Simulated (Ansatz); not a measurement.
HfO2:
```
CELL_PARAMETERS angstrom
      4.83096     0.00000     0.00000
      0.00000     4.83096     0.00000
      0.00000     0.00000     3.21016
ATOMIC_POSITIONS crystal
  Hf 0.00000 0.00000 0.00000
  Hf 0.50000 0.50000 0.50000
  O  0.19496 0.80504 0.50000
  O  0.80504 0.19496 0.50000
  O  0.69496 0.69496 0.00000
  O  0.30504 0.30504 0.00000
```

Relaxed with PBEsol. Independent-particle spectrum: no excitons, no local fields, no scissors shift; 0.1 eV broadening; ε₁ of the summed bands alone.

Tabulate the dielectric function from PBEsol in the plane-wave PAW code Ansatz.



| E (eV) | ε₁ xx | ε₂ xx | ε₁ zz | ε₂ zz |
|---|---|---|---|---|
| 0.0 | 4.58 | 0.00 | 5.19 | 0.00 |
| 0.5 | 4.60 | 0.00 | 5.21 | 0.00 |
| 1.0 | 4.64 | 0.00 | 5.26 | 0.00 |
| 1.5 | 4.72 | 0.00 | 5.36 | 0.00 |
| 2.0 | 4.84 | 0.00 | 5.51 | 0.00 |
| 2.5 | 5.02 | 0.00 | 5.72 | 0.00 |
| 3.0 | 5.28 | 0.00 | 6.03 | 0.00 |
| 3.5 | 5.66 | 0.00 | 6.49 | 0.00 |
| 4.0 | 6.28 | 0.00 | 7.23 | 0.00 |
| 4.5 | 7.52 | 0.14 | 8.75 | 0.02 |
| 5.0 | 12.17 | 3.59 | 13.92 | 3.35 |
| 5.5 | 7.01 | 4.86 | 8.36 | 6.14 |
| 6.0 | 4.96 | 6.30 | 6.03 | 9.59 |
| 6.5 | 4.38 | 6.05 | 2.59 | 7.87 |
| 7.0 | 2.75 | 5.79 | 1.59 | 5.53 |
| 7.5 | 1.09 | 4.71 | 2.15 | 4.42 |
| 8.0 | 2.35 | 3.77 | 2.98 | 4.34 |
| 8.5 | 2.22 | 3.71 | 2.16 | 3.42 |
| 9.0 | 1.83 | 4.41 | 3.85 | 3.40 |
| 9.5 | 1.18 | 3.82 | 5.87 | 6.32 |
| 10.0 | 1.91 | 3.30 | -0.95 | 7.52 |
| 10.5 | 1.40 | 4.31 | 0.22 | 5.09 |
| 11.0 | 0.43 | 4.13 | 0.07 | 3.90 |
| 11.5 | 0.55 | 3.40 | -0.62 | 3.88 |
| 12.0 | 0.76 | 3.45 | -0.71 | 4.11 |

With all bands, ε∞ without local fields is 4.79 (xx = yy), 5.37 (zz). DFPT, with local fields, gives 4.59 (xx = yy), 5.19 (zz).

Space group P4_2/mnm (rutile). The workflow started from a Materials Project entry (that database holds measured and hypothetical structures alike); the Crystallography Open Database copy checked does not list it. It is not the phase usual at ambient conditions (space group No. 14, 29). Symmetry was held in the PBEsol relaxation; whether a distortion lowers the energy is not shown. No spin polarisation was allowed. Scalar-relativistic: spin–orbit coupling is off unless named, which matters more the heavier the elements.

Potentials: the earlier of the program's two PAW sets.
